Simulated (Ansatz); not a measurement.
## Structure relaxation, Nb2C

The relaxed structure here is a generated cell of Nb2C: the first start was made by a random draw of sites in a space group, and the end was not matched to a known phase here, so it may be hypothetical.

The start is a randomly generated symmetric cell of Nb2C (space group No. 25). The structure is fully relaxed (lattice and positions, P = 0) with PBE (plane waves to 420 eV, PAW, scalar-relativistic; Ansatz, a first-principles code). First-step values are on the input's coarse k-mesh.

Ansatz input (later rounds restart from its end on a renewed k-mesh):
Ansatz 0.2 input:
```yaml
crystal:
  lattice:
    - [2.1698068, 0, 0]
    - [0, 3.74528, 0]
    - [0, 0, 5.5084415]
  atoms:
    - { symbol: C, position: [0, 0, 0.65713883] }
    - { symbol: Nb, position: [0, 0.5, 0.88007703] }
    - { symbol: Nb, position: [0, 0, 0.24599249] }
basis: { ecutwfc: 420, ecutrho_ratio: 4, xc_grid: 2, fft_grid_basis: typed }
kpoints: { mp_grid: { grid: [10, 6, 4] } }
hamiltonian:
  xc: pbe
  dispersion: none
  pseudopotentials: { kind: paw }
scf: { occupations: { method: fermi_dirac, width: 0.05 } }
relax: { f_tol: 0.01, max_steps: 100, cell: { stress_tol: 0.02 } }
output: { forces: true, stress: true }
```

Question: By how much does the energy per atom fall from start to end?

Answer: About 1.2 eV/atom.

Question: How does the volume per atom move from start to end?

Answer: +16.9 %, from 14.92 to 17.45 Å³/atom.

Question: How do the shortest distances between atoms change?

Answer: The closest pairs of elements (up to four, under 3.6 Å), start → end: C–Nb 2.24 → 1.96 Å; C–C 2.17 → 2.92 Å; Nb–Nb 2.17 → 2.92 Å.

Question: What band gap does the relaxed structure have at this level?

Answer: Zero (metallic).

Question: Write out the relaxed structure.

Answer: 
Space group Pmm2 (No. 25); a = 2.922 Å, b = 3.143 Å, c = 5.700 Å, α = 90.00°, β = 90.00°, γ = 90.00°

```csv
atom,site,symmetry,x,y,z
C,1a,mm2,0.0000,0.0000,0.6363
Nb,1b,mm2,0.0000,0.5000,0.8536
Nb,1a,mm2,0.0000,0.0000,0.2933
```

The space group stays Pmm2 (No. 25) (the run could not lower it), with 3 atoms in the primitive cell. Final values are on a 16×15×8 k-mesh of the relaxed cell. The start holds a very short contact (C–C 2.17 Å). No spin polarisation in the result.

The run could not lose the symmetry of its start, so the end can be a saddle point.
